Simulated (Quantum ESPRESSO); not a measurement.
# InGa2AlP4: input and log of a self-consistent run

Simulated, not a measurement. The program is pw.x of Quantum ESPRESSO 7.5 (plane-wave density functional theory). The cell is made up: 8 atoms on a zincblende/diamond lattice, with randomly drawn elements, strain and displacements, not relaxed. PseudoDojo standard norm-conserving files (v0.5 for PBE, v0.4.1 for LDA and PBEsol) set the functional; there is no spin polarisation, spin-orbit coupling or dispersion term, and the masses in the input are unused placeholders.

Input:

```
&control calculation='scf', pseudo_dir='./dojo.nc.sr.pbe.v0_5.standard.upf', outdir='./o', disk_io='low', tprnfor=.true., tstress=.true. /
&system ibrav=0, nat=8, ntyp=4, nbnd=37, ecutwfc=101.20763327, nosym=.true., tot_charge=0,
 occupations='smearing', smearing='fd', degauss=0.0018374661
/
&electrons conv_thr=7.350e-09, electron_maxstep=60, /
ATOMIC_SPECIES
Al 1.0 Al.upf
Ga 1.0 Ga.upf
In 1.0 In.upf
P 1.0 P.upf
CELL_PARAMETERS angstrom
5.4537 0.0422 0.0307
0.0422 5.5062 0.0291
0.0301 0.0285 5.518
ATOMIC_POSITIONS angstrom
In 0.0406 -0.0043 -0.0397
Ga -0.1332 2.8321 2.7868
Ga 2.7569 0.0549 2.89
Al 2.6854 2.8356 0.1601
P 1.4202 1.4266 1.4644
P 1.383 4.2288 4.2431
P 4.0812 1.3231 4.3738
P 4.059 4.1966 1.5758
K_POINTS automatic
6 6 6 1 1 1
```

The log is shortened where brackets say so; the opening notice, blank lines, dates and the lines on written files are dropped, and the path of the files is cut. It prints rydbergs, bohrs and kilobars, and counts compression as positive stress.

```
     Program PWSCF v.7.5
     Parallel version (MPI & OpenMP), running on       4 processor cores
     Number of MPI processes:                 4
     Threads/MPI process:                     1
     [start-up lines left out]
     bravais-lattice index     =            0
     lattice parameter (alat)  =      10.3065  a.u.
     unit-cell volume          =    1118.0746 (a.u.)^3
     number of atoms/cell      =            8
     number of atomic types    =            4
     number of electrons       =        62.00
     number of Kohn-Sham states=           37
     kinetic-energy cutoff     =     101.2076  Ry
     charge density cutoff     =     404.8305  Ry
     scf convergence threshold =      7.3E-09
     mixing beta               =       0.7000
     number of iterations used =            8  plain     mixing
     Exchange-correlation= PBE
                           (   1   4   3   4   0   0   0)
     [axes and pseudopotential details left out]
   Cartesian axes
     site n.     atom                  positions (alat units)
         1        In     tau(   1) = (   0.0074441  -0.0007884  -0.0072791  )
         2        Ga     tau(   2) = (  -0.0244227   0.5192751   0.5109691  )
         3        Ga     tau(   3) = (   0.5054869   0.0100661   0.5298912  )
         4        Al     tau(   4) = (   0.4923771   0.5199168   0.0293549  )
         5        P      tau(   5) = (   0.2603984   0.2615719   0.2685027  )
         6        P      tau(   6) = (   0.2535777   0.7753647   0.7779866  )
         7        P      tau(   7) = (   0.7483017   0.2425948   0.8019509  )
         8        P      tau(   8) = (   0.7442313   0.7694607   0.2889282  )
     number of k points=   108  Fermi-Dirac smearing, width (Ry)=  0.0018
     Number of k-points >= 100: set verbosity='high' to print them.
     Dense  grid:   153809 G-vectors     FFT dimensions: (  72,  72,  72)
     Estimated max dynamical RAM per process >     500.01 MB
     Estimated total dynamical RAM >       1.84 GB
     Initial potential from superposition of free atoms
     starting charge      61.9877, renormalised to      62.0000
     Starting wfcs are   47 randomized atomic wfcs
     total cpu time spent up to now is        7.5 secs
     per-process dynamical memory:   421.4 Mb
     Self-consistent Calculation
     iteration #  1     ecut=   101.21 Ry     beta= 0.70
     Davidson diagonalization with overlap
     ethr =  1.00E-02,  avg # of iterations =  4.0
     Threshold (ethr) on eigenvalues was too large:
     Diagonalizing with lowered threshold
     Davidson diagonalization with overlap
     ethr =  5.85E-04,  avg # of iterations =  2.1
     total cpu time spent up to now is       36.9 secs
     total energy              =    -498.84887594 Ry
     estimated scf accuracy    <       0.37577523 Ry
     iteration #  2     ecut=   101.21 Ry     beta= 0.70
     Davidson diagonalization with overlap
     ethr =  6.06E-04,  avg # of iterations =  2.4
     total cpu time spent up to now is       50.9 secs
     total energy              =    -498.93882389 Ry
     estimated scf accuracy    <       0.08168401 Ry
     iteration #  3     ecut=   101.21 Ry     beta= 0.70
     Davidson diagonalization with overlap
     ethr =  1.32E-04,  avg # of iterations =  5.4
     total cpu time spent up to now is       65.5 secs
     total energy              =    -498.95408568 Ry
     estimated scf accuracy    <       0.00550006 Ry
     iteration #  4     ecut=   101.21 Ry     beta= 0.70
     Davidson diagonalization with overlap
     ethr =  8.87E-06,  avg # of iterations = 10.9
     total cpu time spent up to now is       85.0 secs
     total energy              =    -498.95549157 Ry
     estimated scf accuracy    <       0.00230695 Ry
     iteration #  5     ecut=   101.21 Ry     beta= 0.70
     Davidson diagonalization with overlap
     ethr =  3.72E-06,  avg # of iterations =  3.8
     total cpu time spent up to now is       98.9 secs
     total energy              =    -498.95591524 Ry
     estimated scf accuracy    <       0.00008425 Ry
     iteration #  6     ecut=   101.21 Ry     beta= 0.70
     Davidson diagonalization with overlap
     ethr =  1.36E-07,  avg # of iterations =  3.8
     total cpu time spent up to now is      114.0 secs
     total energy              =    -498.95593976 Ry
     estimated scf accuracy    <       0.00001152 Ry
     iteration #  7     ecut=   101.21 Ry     beta= 0.70
     Davidson diagonalization with overlap
     ethr =  1.86E-08,  avg # of iterations =  2.7
     total cpu time spent up to now is      126.9 secs
     total energy              =    -498.95594248 Ry
     estimated scf accuracy    <       0.00000110 Ry
     iteration #  8     ecut=   101.21 Ry     beta= 0.70
     Davidson diagonalization with overlap
     ethr =  1.78E-09,  avg # of iterations =  3.5
     total cpu time spent up to now is      140.7 secs
     total energy              =    -498.95594286 Ry
     estimated scf accuracy    <       0.00000009 Ry
     iteration #  9     ecut=   101.21 Ry     beta= 0.70
     Davidson diagonalization with overlap
     ethr =  1.41E-10,  avg # of iterations =  4.0
     total cpu time spent up to now is      156.1 secs
     total energy              =    -498.95594290 Ry
     estimated scf accuracy    <       0.00000002 Ry
     iteration # 10     ecut=   101.21 Ry     beta= 0.70
     Davidson diagonalization with overlap
     ethr =  3.29E-11,  avg # of iterations =  2.0
     total cpu time spent up to now is      168.1 secs
     End of self-consistent calculation
     [lines on levels left out]
!    total energy              =    -498.95594290 Ry
     estimated scf accuracy    <          2.5E-09 Ry
     smearing contrib. (-TS)   =      -0.00000000 Ry
     internal energy E=F+TS    =    -498.95594290 Ry
     The total energy is F=E-TS. E is the sum of the following terms:
     one-electron contribution =    -226.10497293 Ry
     hartree contribution      =     156.74631161 Ry
     xc contribution           =    -142.75389348 Ry
     ewald contribution        =    -286.84338810 Ry
     convergence has been achieved in  10 iterations
     Forces acting on atoms (cartesian axes, Ry/au):
     atom    1 type  3   force =     0.00526492    0.00783944    0.14977941
     atom    2 type  2   force =     0.05392887   -0.05573791    0.05069960
     atom    3 type  2   force =    -0.01798732    0.02006772    0.00615701
     atom    4 type  1   force =     0.01621834   -0.00322876   -0.01637343
     atom    5 type  4   force =    -0.01604253    0.01953497    0.04476725
     atom    6 type  4   force =     0.08117542   -0.12735258   -0.09756959
     atom    7 type  4   force =    -0.09659173    0.13796161   -0.09793646
     atom    8 type  4   force =    -0.02596597    0.00091552   -0.03952378
     Total force =     0.327990     Total SCF correction =     0.000170
     Computing stress (Cartesian axis) and pressure
          total   stress  (Ry/bohr**3)                   (kbar)     P=       88.67
   0.00068495  -0.00043283  -0.00001046          100.76      -63.67       -1.54
  -0.00043283   0.00059203  -0.00004770          -63.67       87.09       -7.02
  -0.00001046  -0.00004770   0.00053130           -1.54       -7.02       78.16
     init_run     :      7.13s CPU      7.39s WALL (       1 calls)
     electrons    :    159.89s CPU    160.66s WALL (       1 calls)
     forces       :      2.49s CPU      2.49s WALL (       1 calls)
     stress       :      9.15s CPU      9.16s WALL (       1 calls)
     [timing details left out]
     PWSCF        :   2m58.85s CPU   2m59.91s WALL
     JOB DONE.
```

In other units: free energy -6788.641 eV for the cell, pressure 8.87 GPa, largest force component 3.851 eV/Å. This run is the check on a run of the same cell at 1088 eV and a 4 x 4 x 4 mesh: rerunning at 1377 eV and a 6 x 6 x 6 mesh moved values by no more than 0.008 eV in energy, 0.02 GPa in stress and 0.002 eV/Å in force.